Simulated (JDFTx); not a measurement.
Mo(110) slab cut from bulk Mo (space group Im-3m, indices of the conventional cell, lattice of the Materials Project entry mp-129, not re-optimised): 6 atoms in 3 planes, a (2×1) cell of 14.19 Å² (|a| = 6.335, |b| = 2.743 Å), 4.3 Å between the outermost planes, cell height 23.5 Å, 4×10×1 k mesh, Fermi smearing 0.01 Ha, no spin polarisation.

Adsorbate: Cl on both faces at 0.50 monolayer, started ontop and relaxed in vacuum, keeping the symmetry of the start.

Level of theory: PBE, GBRV ultrasoft potentials, plane waves to 20/100 Ha; code: JDFTx (a modified build). The adsorption energy per Cl is [E(slab + 2 Cl) − E(slab)]/2 − (E(HCl) − ½ E(H2)), with the gas molecules relaxed at the same level and slab energies taken as (E + F)/2, the usual estimate of zero smearing. In reaction energies these potentials put H₂ about 0.03 eV too high against large-basis PBE. No zero-point energy or vibrational entropy is included. Reconstruction of the substrate beyond this cell is outside the model.

Predict the adsorption energy and the geometry, and the change of the work function.

-0.72 eV. Cl sits 2.29 Å above the highest substrate atom, bound to 1 Mo at 2.29 Å. The work function goes from 4.69 to 5.40 eV. In CANDLE, water, 1 M NaF, at zero charge, the adsorption energy is -0.71 eV and the potential of zero charge moves from -0.12 to 0.77 V vs SHE (4.44 V convention).
